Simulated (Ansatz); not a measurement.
# Quadrupolar parameters in Na₂CO₃

The cell is a COD entry whose atoms were relaxed with PBE, the cell held.

Space group C2/m (No. 12); a = 8.9200, b = 5.2450, c = 6.0500 Å, β = 101.35°.

| site | Wyckoff | site symmetry | x | y | z |
| --- | --- | --- | --- | --- | --- |
| Na1 | 2a | 2/m | 0.0000 | 0.0000 | 0.0000 |
| Na2 | 2c | 2/m | 0.0000 | 0.0000 | 0.5000 |
| Na3 | 4i | m | 0.6705 | 0.0000 | 0.7456 |
| C | 4i | m | 0.6651 | 0.0000 | 0.2495 |
| O7 | 8j | 1 | 0.6019 | 0.7867 | 0.2884 |
| O11 | 4i | m | 0.7909 | 0.0000 | 0.1731 |

One atom of each set is listed; the run and its k-mesh use a cell of 12 atoms with edges of 5.17, 5.17, 6.05 Å.

All values are calculated (Ansatz; DFT, PBE, plane waves and PAW, scalar-relativistic, 420 eV cutoff, Γ-centred 5×5×4 k-points, Fermi–Dirac smearing 0.02 eV), not measured.

C_Q = eQV_zz/h, which is 24.18 MHz for Q = 1 b and V_zz = 10²¹ V/m²; η = (V_xx − V_yy)/V_zz.

23Na: I = 3/2, Q = 104.0 mb; ¹⁷O: I = 5/2, Q = -25.58 mb. Nuclear quadrupole moments: year-2017 set (Pyykkö).

Problem. What field gradients does the calculation give at each kind of site?

Solution. 

```
site  atoms                                                   first shell  V_xx, V_yy, V_zz (10²¹ V/m²)     η  C_Q (MHz)
 Na1      1                                            6 O at 2.31–2.35 Å             0.21, 0.22, -0.43  0.01      -1.08
 Na2      1                                            6 O at 2.28–2.44 Å            -0.39, -0.46, 0.85  0.08       2.15
 Na3      2                  9 O at 2.57–2.93 Å; also 3 Na at 3.04–3.24 Å            -0.39, -0.52, 0.92  0.14       2.31
   C      2                                            3 O at 1.29–1.30 Å            -1.32, -1.32, 2.65  0.00          –
  O7      4  1 C at 1.29 Å, 2 Na at 2.28–2.35 Å; also 3 Na at 2.57–2.93 Å          0.037, 11.68, -11.71  0.99       7.25
 O11      2                       1 C at 1.30 Å; also 5 Na at 2.31–2.68 Å           0.30, 11.84, -12.14  0.95       7.51
```

At C V_zz stands upright on the plane through its three neighbours (within 1°).

C has no stable isotope with a ground-state quadrupole moment in the table, so no C_Q is given.

Where η is near 1 the sign of V_zz means little.
